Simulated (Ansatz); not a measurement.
# Trial structures of KI₂: starts and ends

Method: DFT PBE, scalar-relativistic, plane waves, PAW (Ansatz). Settings: cutoff 420 eV, Γ-centred meshes spaced at most about 0.3 Å⁻¹, and about 0.25 Å⁻¹ or finer for metals (2π included), Gaussian smearing. No spin polarisation in the final relaxations.

Each guess was relaxed in cell and atoms at zero pressure, within the symmetry of its start. These are static total energies at zero pressure. Coordination counts I atoms around K (those within 1.25 times the shortest such distance or 1.15 times the sum of covalent radii; a plus sign parts nearer from farther groups).

| guess | made from | start group | V start (Å³/atom) | end group | V end (Å³/atom) | coordination at the end | gap on mesh (eV) | E over the lowest end (meV/atom) |
| --- | --- | --- | --- | --- | --- | --- | --- | --- |
| 1 | FeSi2 type | P4/mmm | 37.5 | P4/mmm | 48.4 | K 8 | 0 | 0 |
| 2 | TaS2 type | R-3m | 41.7 | R-3m | 48.4 | K 6 | 0 | 323 |
| 3 | TmAu2 type | I4/mmm | 39.0 | I4/mmm | 43.9 | K 8+2 | 0 | 159 |
| 4 | random cell | F-43m | 44.9 | F-43m | 52.0 | K 4+6 | 0 | 298 |
| 5 | random cell | Pn-3m | 49.9 | ? | ? | ? | ? | ? |
| 6 | CuTe2 type | P-3m1 | 36.6 | P-3m1 | 47.5 | K 6 | 0 | 254 |
| 7 | Li2Se type | Fm-3m | 44.0 | Fm-3m (fluorite) | 47.6 | K 8 | 0 | 209 |

Guess 5 as it starts:

```yaml
crystal:
  lattice:
    - [6.68988, 0.00000, 0.00000]
    - [0.00000, 6.68988, 0.00000]
    - [0.00000, 0.00000, 6.68988]
  atoms:
    - { symbol: K, position: [0.00000, 0.00000, 0.00000] }
    - { symbol: K, position: [0.50000, 0.50000, 0.50000] }
    - { symbol: I, position: [0.25000, 0.25000, 0.25000] }
    - { symbol: I, position: [0.75000, 0.75000, 0.25000] }
    - { symbol: I, position: [0.75000, 0.25000, 0.75000] }
    - { symbol: I, position: [0.25000, 0.75000, 0.75000] }
```

Task: Predict the end of this guess and its energy over the lowest end.

Result: It ends in the anti-cuprite type, space group Pn-3m (No. 224), with a = 7.877 Å, 81.5 Å³/atom and no gap. It lies 0.44 eV/atom over the lowest end, above guess 2 and so the highest of the set. Counting I atoms around K, this end has K 4 and the lowest (guess 1) has K 8.

```
K I
1.0
     7.87677    0.00000    0.00000
     0.00000    7.87677    0.00000
     0.00000    0.00000    7.87677
K I
2 4
Direct
  0.00000 0.00000 0.00000
  0.50000 0.50000 0.50000
  0.25000 0.25000 0.25000
  0.75000 0.75000 0.25000
  0.75000 0.25000 0.75000
  0.25000 0.75000 0.75000
```

Energies over the elements count from the elements' standard structures at the same level, with no fitted energy shifts.

Task: Is the lowest end bound against the elements?

Result: Yes: its formation energy is −0.96 eV/atom. Whether it is stable depends on the other phases of the system, which aren't compared here.

Weakly bound directions are ill-defined at this level, which has no dispersion term (P-3m1, R-3m), and this can change margins and order among such cells. These runs have no spin–orbit coupling, which can matter for I. In P4/mmm, I4/mmm, Fm-3m, P-3m1, F-43m and others an odd number of electrons in the primitive cell allows no gap without spin; a larger cell or a magnetic state could open one. A magnetic state wasn't ruled out in cells without spin, among them P4/mmm, I4/mmm, Fm-3m, P-3m1, F-43m and others. The reference form of I is held partly by dispersion forces, which this level lacks. Cells relaxed within their symmetry can be saddle points. A lower structure may well exist outside this small set. Some structure types and database cells were kept out of the candidates from the start, so a known form may be missing.
